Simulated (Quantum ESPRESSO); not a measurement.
Empty bands for a GW run on GaN (wurtzite, space group P6_3mc, No. 186): 94 bands on a 6×6×4 mesh, PBEsol, PseudoDojo standard norm-conserving files, scalar-relativistic, Quantum ESPRESSO. The input, in which only the diagonalization keyword changes:

```
&CONTROL
  calculation = 'nscf'
  pseudo_dir = './pseudo'
  outdir = './out'
/
&SYSTEM
  ibrav = 0
  nat = 4
  ntyp = 2
  ecutwfc = 84.0
  ecutrho = 336.0
  occupations = 'fixed'
  force_symmorphic = .true.
  nbnd = 94
/
&ELECTRONS
  conv_thr = 4e-09
  diago_full_acc = .true.
  diago_thr_init = 1e-08
  diagonalization = 'david'
/
ATOMIC_SPECIES
N 14.0070 N.upf
Ga 69.7230 Ga.upf
CELL_PARAMETERS angstrom
  3.183797697326   0.000000000000   0.000000000000
 -1.591898848663   2.757249686395   0.000000000000
  0.000000000000   0.000000000000   5.186697245000
ATOMIC_POSITIONS crystal
N   0.666666667000   0.333333333000   0.875817333600
N   0.333333333667   0.666666666333   0.375817333600
Ga   0.666666667000   0.333333333000   0.499182666400
Ga   0.333333333667   0.666666666333   0.999182666400
K_POINTS automatic
6 6 4 0 0 0
```

```tsv
diagonalization	mean iterations per k point	rough time	largest change of an eigenvalue (eV)
david	26	1	–
cg	38	within a factor of two	3e-04
paro	18	within a factor of two	2e-07
```

An iteration means different work in each solver, so the counts don't rank them. Times are rough ratios from shared machines.

Spin-orbit coupling is not included.

Geometry relaxed with PBEsol.
